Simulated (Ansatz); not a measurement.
## WSe: which magnetic state is lowest?

These are results of Ansatz, DFT r2SCAN+U, scalar-relativistic, plane waves, PAW, not measurements.

```cif
data_structure
_symmetry_space_group_name_H-M 'P 1'
_symmetry_Int_Tables_number 1
_cell_length_a 3.5371
_cell_length_b 3.5371
_cell_length_c 3.5371
_cell_angle_alpha 90.000
_cell_angle_beta 90.000
_cell_angle_gamma 90.000
_cell_volume 44.25
loop_
_atom_site_label
_atom_site_type_symbol
_atom_site_fract_x
_atom_site_fract_y
_atom_site_fract_z
_atom_site_occupancy
W1 W 0.00000 0.00000 0.00000 1
Se1 Se 0.50000 0.50000 0.50000 1
```

```json
{"plane-wave cutoff": "500 eV", "Γ-centred k-mesh": "12×12×12", "occupation rule": "Gaussian smearing, 0.1 eV", "U_eff on Löwdin-orthogonalised atomic d orbitals": "W 6.2 eV", "list of starting moments (μB, in atom order)": "1 0", "check for lower electronic states after the SCF": "asked for but not made"}
```

All runs keep this geometry, which stands near equilibrium for the lowest state (largest force there 0.000 eV/Å, pressure 0.0 GPa) and needn't be a stable compound; relaxing each order would shift the differences by some 33 meV/atom, going by the pressures and a bulk modulus of about 150 GPa. A propagation vector, in units of the reciprocal vectors, doubles the cell, which takes an equally dense mesh. The large starts are 2.5 0 μB. The small starts are 0.5 0 μB. Spin–orbit coupling is left out, which for heavy magnetic ions can matter as much as these differences. r2SCAN tends to overstate moments in metals. Site moments are spin moments in atom-centred spheres that scale with the neighbour distance. The states are those that the runs reached from these starts; a lower one can exist.

```tsv
start	ends	energy above lowest (meV/atom)	site moments (μB)	gap on mesh (eV)	P (GPa)
no spin	non-magnetic	844	none over 0.05	0.09	-8.4
ferromagnetic	ferromagnetic	0.00	W +3.62, Se -0.48	metal	0.0
large parallel starting moments	ferromagnetic	0.00	W +3.62, Se -0.48	metal	0.0
antiferromagnetic, doubled cell, propagation vector (0, 0, 1/2)	antiferromagnetic	370	W +3.52, W -3.52	metal	0.6
antiferromagnetic, doubled cell, propagation vector (0, 1/2, 1/2)	antiferromagnetic	6.06	W +3.54, W -3.54	metal	-2.8
small parallel starting moments	ferromagnetic	0.00	W +3.62, Se -0.48	metal	0.0
```

Cost: 6 runs of about 20 core-minutes in all, on Intel Xeon Processor @ 2.50GHz (Skylake/Cascade Lake) (shared hosts).